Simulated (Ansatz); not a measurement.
Given:

KCl:
```
KCl
1.0
    0.00000     3.19081     3.19081
    3.19081     0.00000     3.19081
    3.19081     3.19081     0.00000
K Cl
1 1
Cartesian
  0.00000   0.00000   0.00000
  3.19081   3.19081   3.19081
```

This is the PBE-relaxed structure.

**Question.** All from the program Ansatz at the PBE level (PAW), unless another level is named. Estimate the band gap.

**Answer.** 5.05 eV (direct).

**Question.** What about the formation energy from the elements (no fitted shifts)?

**Answer.** -1.97 eV/atom.

**Question.** Give the valence-band maximum.

**Answer.** at Γ.

Space group Fm-3m (rock salt). The cell was relaxed with PBE under the symmetry of its start. The references are the lowest solids computed at this level, not always the standard phases (solids in place of the gases).

Potentials: the later of the program's two PAW sets.
